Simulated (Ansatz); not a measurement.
HfO2:
```cif
data_HfO2
_chemical_formula_sum 'Hf1 O2'
_space_group_name_H-M_alt 'P-3m1'
_space_group_IT_number 164
_space_group_name_Hall '-P 3 2"'
_cell_length_a 3.19718
_cell_length_b 3.19718
_cell_length_c 4.57383
_cell_angle_alpha 90.000
_cell_angle_beta 90.000
_cell_angle_gamma 120.000
loop_
_atom_site_label
_atom_site_type_symbol
_atom_site_symmetry_multiplicity
_atom_site_Wyckoff_symbol
_atom_site_fract_x
_atom_site_fract_y
_atom_site_fract_z
_atom_site_occupancy
Hf1 Hf 1 a 0.00000 0.00000 0.00000 1
O1 O 2 d 0.33333 0.66667 0.20871 1
```

Relaxed with LDA.

Problem. Decompose the optical modes at the zone centre into irreducible representations, and say which are infrared and Raman allowed.

Solution. Point group -3m: Γ_opt = A1g + A2u + Eg + Eu. Infrared: A2u, Eu. Raman: A1g, Eg.

Problem. Assign frequencies (DFPT, LDA in the plane-wave PAW code Ansatz; without the LO–TO term).

Solution. Eu 289, A2u 436, Eg 538, A1g 563 cm⁻¹.

A made-up cell: these elements were put on the sites of a structure type; neither database checked (COD, Materials Project) lists it. It is not the phase usual at ambient conditions (space group No. 14, 29). Symmetry was held in the LDA relaxation; phonons on a q-mesh show no instability. No spin polarisation was allowed. A crystal of weakly bound layers computed without a dispersion correction: the cell and the soft elastic constants depend strongly on that. Scalar-relativistic: spin–orbit coupling is off unless named, which matters more the heavier the elements.

Potentials: the earlier of the program's two PAW sets.
